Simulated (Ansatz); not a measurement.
Convergence test, InP$_{3}$

Theory: Ansatz 0.2.0, DFT PBEsol, scalar-relativistic, plane waves, PAW.

```xyz
8
Lattice="3.7112 2.2049 3.3208 -3.7151 2.2167 3.3176 0.0082 -4.3148 3.2495" Properties=species:S:1:pos:R:3 pbc="T T T"
In   -0.0081    0.0692    2.8687
In    0.0763   -0.0264    7.1546
P     2.1091   -1.0849    6.0317
P     0.1227    2.5808    6.0001
P    -1.9105   -1.1738    6.0479
P    -2.0150    1.4891    3.8911
P     2.0902    1.1499    3.6541
P    -0.0161   -2.4388    3.8200
```

```json
{
  "plane-wave cutoff": "420 eV",
  "occupation rule": "Gaussian smearing, 0.1 eV",
  "spin treatment": "unpolarised"
}
```

The atoms stay fixed while the k-point mesh is varied. ΔE is the energy extrapolated to zero smearing, less that of the reference run (6×6×6). The cell was strained and its atoms displaced at random, so that forces don't vanish. The meshes are Γ-centred. Pressure is positive in compression.

Times are rough; the reference took 62 s on 2 threads of Intel(R) Xeon(R) Processor @ 2.50GHz (Skylake/Cascade Lake), on a shared host, peak memory 0.74 GiB.

```tsv
mesh	ΔE (meV/atom)	P (GPa)	largest change of a force component (eV/Å)	irreducible points	wall time (s)
1×1×1	-60.4	0.22	2.477	1	2
2×2×2	120	4.84	0.466	8	4.2
4×4×4	5.55	2.50	0.064	36	19
6×6×6	0.00	2.49	0.000	112	62
```